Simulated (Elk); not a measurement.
An Elk run on SbAs with settings drawn from a wide range, so not all are converged; totals and levels move with the basis, and no second program has checked them. Computed with Elk 11.2.3 with local patches, DFT, LDA (Perdew-Zunger), all-electron APW+lo, Dirac cores, scalar-relativistic bands with second-variational spin-orbit coupling. Elk's input is in atomic units.

Command: `OMP_NUM_THREADS=1 elk` The run took 0.03 s on 1 thread of Arm Neoverse N1 (shared host), peak memory 0.04 GiB.

```
tasks
  0
  110
  115
  10

xctype
  2

rgkmax
  6.5

gmaxvr
  16

lmaxapw
  6

lmaxo
  5

lmaxi
  3

nrmtscf
  1

nempty
  4

epspot
  1e-06

epsengy
  0.0001

maxscl
  60

swidth
  0.0005

stype
  3

lradstp
  4

mixtype
  1

hmaxvr
  6

tforce
  .false.

spinorb
  .true.

sppath
  './'

avec
  3.75214068204 2.16629943280 6.73406178463
  -3.75214068204 2.16629943280 6.73406178463
  0.00000000000 -4.33259886560 6.73406178463

atoms
  2
  'Sb.in'
  1
  0.500000000000 0.500000000000 0.500000000000   0.000 0.000 0.000
  'As.in'
  1
  0.000000000000 0.000000000000 0.000000000000   0.000 0.000 0.000

ngridk
  7 7 7

wplot
  120 100 1
  -0.55 0.3
```

Muffin-tin radii in the species files: As 2.04, Sb 2.21 bohr.

The cell comes from COD entry 9001315, which wasn't checked; take it as a given geometry. The listed cell was then made from it by scaling, straining or moving an atom.

What does the run give?

It refused before any iteration.
```
Error(init0): requested spin-polarised run with spin-unpolarised
 exchange-correlation functional
```
